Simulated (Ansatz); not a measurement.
SnO2:
```
SnO2
1.0
    5.10069     0.00000     0.00000
    0.00000     5.10069     0.00000
    0.00000     0.00000     5.10069
Sn O
4 8
Cartesian
  0.00000   2.55034   2.55034
  2.55034   2.55034   0.00000
  2.55034   0.00000   2.55034
  0.00000   0.00000   0.00000
  1.73282   0.81753   4.28316
  3.36787   4.28316   0.81753
  0.81753   4.28316   1.73282
  4.28316   0.81753   3.36787
  4.28316   1.73282   0.81753
  0.81753   3.36787   4.28316
  3.36787   3.36787   3.36787
  1.73282   1.73282   1.73282
```

Relaxed with r²SCAN.

Give the Bader charges and basin volumes of the independent atoms, plane-wave PAW r²SCAN (Ansatz code).



| atom | Bader charge (e) | Bader volume (Å³) |
|---|---|---|
| Sn1 | +2.60 | 9.9 |
| O5 | -1.30 | 11.7 |

Space group Pa-3. The first step of the workflow began from a Materials Project structure, measured or hypothetical; the Crystallography Open Database copy checked does not list it. It is not the phase usual at ambient conditions (space group No. 136). Symmetry was held in the r²SCAN relaxation; its stability against distortions is not shown here. Scalar-relativistic: spin–orbit coupling is off unless named, which matters more the heavier the elements.

Potentials: the later of the program's two PAW sets.
